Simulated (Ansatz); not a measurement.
CuI:
```
CELL_PARAMETERS angstrom
      0.00000     3.03946     3.03946
      3.03946     0.00000     3.03946
      3.03946     3.03946     0.00000
ATOMIC_POSITIONS crystal
  Cu 0.00000 0.00000 0.00000
  I  0.25000 0.25000 0.25000
```

Relaxed with PBE. Special points in fractions of this cell's reciprocal vectors: Γ (0.000, 0.000, 0.000); X (0.500, 0.000, 0.500); U (0.625, 0.250, 0.625); K (0.375, 0.375, 0.750); L (0.500, 0.500, 0.500); W (0.500, 0.250, 0.750).

### Question
List the band energies nearest the valence-band maximum at these points for plane-wave PAW PBE (Ansatz code).

### Answer
In eV from the valence-band maximum; about four levels below and three above (degenerate sets whole), none deeper than 8.9 eV; points with the same levels are listed once.

```tsv
k	below	above
Γ	-1.82 -1.82 0.00 0.00 0.00	1.10 4.88 4.88 4.88
X	-1.76 -1.73 -1.47 -1.47	2.73 2.90 9.12
U	-1.79 -1.68 -1.48 -1.22	3.10 4.60 7.52
L	-1.79 -1.79 -1.74 -0.70 -0.70	2.13 5.42 5.42
W	-1.86 -1.73 -1.57 -1.23	4.46 4.65 6.00
```

Space group F-43m (zinc blende). Symmetry was held in the PBE relaxation; phonons on a q-mesh show no instability. No spin polarisation was allowed. Scalar-relativistic: spin–orbit coupling is off unless named, which matters more the heavier the elements.

Potentials: the later of the program's two PAW sets.
